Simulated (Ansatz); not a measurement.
## Li: energy along a strain

Li, Im-3m, a = 3.500 Å (as given, not relaxed at this level: -0.7 GPa). Ansatz: PBE, PAW, 420 eV, Γ-centred 20×20×20 mesh on 1 atom, Gaussian smearing 0.15 eV; no spin polarisation. Cell vectors (Å): -1.750 1.750 1.750; 1.750 -1.750 1.750; 1.750 1.750 -1.750. The cell is strained by x per cent times the pattern (1 0 0 0 0 0) in the order xx yy zz yz xz xy (engineering shears), with fractional coordinates held. y is the free energy over the start, V0 = 21.438 Å³/atom.

```tsv
x (%)	y (meV/atom)
-2.00	?
-1.50	-1.27
-1.00	-0.88
-0.50	-0.46
0.00	0.00
0.50	0.50
1.00	1.03
1.50	1.60
1.75	1.89
2.00	2.20
```

Problem. Fit y = c1 x + c2 x² + c3 x³ to the other rows, get the stiffness along the pattern, and predict the missing energy.

Solution. Least squares on the rows shown. y = 0.9577 x + 0.07308 x² − 0.001116 x³. The clamped-ion stiffness p·C·p = 2 × 0.7308 eV × 160.2 / 21.438 Å³ = 10.9 GPa, which is C11 in these axes (second derivative at the start, which stands under stress). At x = -2.00 the fit asked for gives -1.61 meV/atom. The run gave -1.61 meV/atom, the same to the digits shown.